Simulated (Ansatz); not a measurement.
A plane-wave DFT run in Ansatz 0.2.0 (scalar-relativistic PAW potentials unless the input names others): input and command.

```yaml
crystal:
  lattice:
    - [2.823808862, 0.0, 0.0]
    - [0.0, 2.823808862, 0.0]
    - [0.0, 0.0, 3.4243765291]
  atoms:
    - { symbol: Cu, position: [0.5, 0.5, 0.5] }
    - { symbol: Au, position: [0.0, 0.0, 0.0] }
basis:
  ecutwfc: "800 eV"
kpoints:
  mp_grid: { grid: [14, 14, 12] }
hamiltonian:
  xc: pbe
scf:
  occupations: { method: gaussian, width: 0.1 }
output:
  forces: true
  eigenvalues: true
  stress: true
```

```bash
ansatz run input.yaml --threads 1 --pin off --max-ram 2560MiB --backend cpu --events-out ev --progress --plain --runs-dir out
```

Abridged log:
```
Pseudopotentials: kind: paw
Pseudopotential: Cu, paw, valence charge 19, recommended cutoff 420 eV (normal)
Pseudopotential: Au, paw, valence charge 19, recommended cutoff 420 eV (normal)
Functional definition: PBE
Crystal: 2 atoms, lattice volume = 27.306 Å³
Basis set: ecut = 800 eV, 1407 PW (Γ), exchange–correlation on 54×54×64 points (8 copies of the dense FFT grid, shifted against one another)
Bands: 23, of which v1, the nominal top of the filled ones, is band 19 counted from 1 (18 counted from 0)
Symmetry: 16 space group operations
Space group: P4/mmm (ITA 123), of the structure as read, at distance tolerance 3.0e-5 Å
k-points: 252 of 2352
Initial density: superposition of atomic densities (neutral atoms: chi_scale 0, normalization atom), corrected by the library's trained network
Initial wavefunctions: pseudopotential atomic-orbital guess
Functional: x = pbe(κ = 0.804, μ = 0.21951497), c = pbe(β = 0.06672455)
SCF iter   1: F=—  HF=-19774.486061 eV  |F-HF|=—  |Δ(HF+E_count)|=         —  Δρ=2.58e-3  dr2=2.05e-3  ethr=1.77e-3  ⟨swp⟩=5.0  Hψ=21800  notcnv=0
SCF iter   2: F=—  HF=-19774.486327 eV  |F-HF|=—  |Δ(HF+E_count)|=   2.66e-4  Δρ=1.43e-3  dr2=7.19e-4  ethr=5.40e-6  ⟨swp⟩=2.1  Hψ=11175  notcnv=0
SCF iter   3: F=—  HF=-19774.486263 eV  |F-HF|=—  |Δ(HF+E_count)|=   6.40e-5  Δρ=6.84e-4  dr2=7.54e-5  ethr=1.89e-6  ⟨swp⟩=2.0  Hψ=8389  notcnv=0
SCF iter   4: F=—  HF=-19774.486202 eV  |F-HF|=—  |Δ(HF+E_count)|=   6.05e-5  Δρ=7.28e-5  dr2=8.13e-7  ethr=1.98e-7  ⟨swp⟩=2.0  Hψ=9656  notcnv=0
SCF iter   5: F=-19774.486202 eV  HF=-19774.486202 eV  |F-HF|=1.80e-8  |Δ(HF+E_count)|=   9.00e-8  Δρ=1.54e-5  dr2=1.90e-8  ethr=2.14e-9  ⟨swp⟩=2.0  Hψ=9744  notcnv=0
SCF iter   6: F=-19774.486202 eV  HF=-19774.486202 eV  |F-HF|=3.97e-10  |Δ(HF+E_count)|=   1.98e-8  Δρ=2.49e-6  dr2=7.70e-10  ethr=5.00e-11  ⟨swp⟩=2.5  Hψ=21650  notcnv=0
SCF 1 converged in 6 iterations: F = -19774.486202 eV  dr2 = 7.70e-10
SCF converged after 6 iterations
Free energy (F): -19774.486202 eV
Harris-Foulkes:  -19774.486202 eV  (|F-HF|=3.97e-10)
Internal energy: -19774.484450 eV  (E = F + TS)
E sigma→0 (E₀):  -19774.485326 eV
Entropy (-TS):   -0.001752 eV (-0.876 meV/atom)
Fermi energy:    20.652745 eV
--- Forces (eV/Å), atoms counted from 1 ---
  atom   1  Cu     0.00000000     0.00000000     0.00000000
  atom   2  Au     0.00000000     0.00000000     0.00000000
--- Stress (GPa, compression-positive) ---
       17.044067       0.000000       0.000000
        0.000000      17.044067       0.000000
        0.000000       0.000000      16.970529
  P = ⅓ Tr σ = 17.0196 GPa (170.196 kbar)
```

Apart from outputs, empty bands and the relaxation, which only the reference makes, the input differs from a reference run on usual settings in basis.ecutwfc: 420 → "800 eV". The reference, at the same geometry, ended its own course with pressure 17.06 GPa, largest force 0.000 eV/Å, no gap on the mesh. This run converged in 6 SCF iterations with an energy at zero smearing 2.81 meV/atom below the reference's, pressure 17.02 GPa, largest force 0.000 eV/Å, no gap on the mesh.

It took 17 s on 1 thread of Arm Neoverse V1, on a shared host, peak memory 0.56 GiB.